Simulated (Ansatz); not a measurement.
CoSi₂ (fluorite type, space group Fm-3m)

```xyz
3
Lattice="0.0000 2.6802 2.6802 2.6802 0.0000 2.6802 2.6802 2.6802 0.0000" Properties=species:S:1:pos:R:3 pbc="T T T"
Co     0.0000     0.0000     0.0000
Si     1.3401     1.3401     1.3401
Si     4.0203     4.0203     4.0203
```

Equation-of-state scan: isotropic scaling of the cell above, V₀ being its volume. Symmetry pins the atoms to their sites.

Level of theory: PBE (plane waves to 420 eV, PAW, scalar-relativistic; Ansatz, a quantum-chemistry and plane-wave program). k mesh 15×15×15 (Γ-centred), Fermi-Dirac smearing 0.05 eV. Energies are smeared free energies. Stress and pressure are positive under compression. CoSi2 is run without spin polarisation. CoSi2 was relaxed with its symmetry unable to fall. The PAW data are Ansatz's earlier set. The zero of ΔE is the relaxed starting cell. The last digit holds for this mesh only.

```csv
V (Å³/atom),ΔE (meV/atom)
10.781,252.5
11.124,165.8
11.466,100.4
11.808,53.6
12.151,22.6
12.493,5.4
12.835,0.0
13.177,4.9
13.519,18.5
13.862,withheld
14.204,67.3
14.546,99.9
14.889,136.5
```

Fit a third-order Birch-Murnaghan form (E₀, V₀, B₀, B₀′ free) to the given rows and predict ΔE at V = 13.862.

Least squares on the 12 given rows: ΔE = E₀ + (9V₀B₀/16)·y²·[2 + (B₀′ − 4)y], y = (V₀/V)^(2/3) − 1, with V₀ = 12.836 Å³/atom, B₀ = 176.7 GPa (160.2 GPa = 1 eV/Å³; the term in eV is multiplied by 1000), B₀′ = 4.68, E₀ = 0.31 meV/atom; root-mean-square residual 0.33 meV/atom. At 13.862 the fit gives 39.4 meV/atom; the calculation gives 39.8 meV/atom, so the interpolation is off by -0.4 (-1.0 %). For the pressure the fit gives -11.4 GPa against the computed -11.5 GPa.

(A scan under strain: stresses follow from slopes of the energy per volume, elastic moduli from its curvatures.)
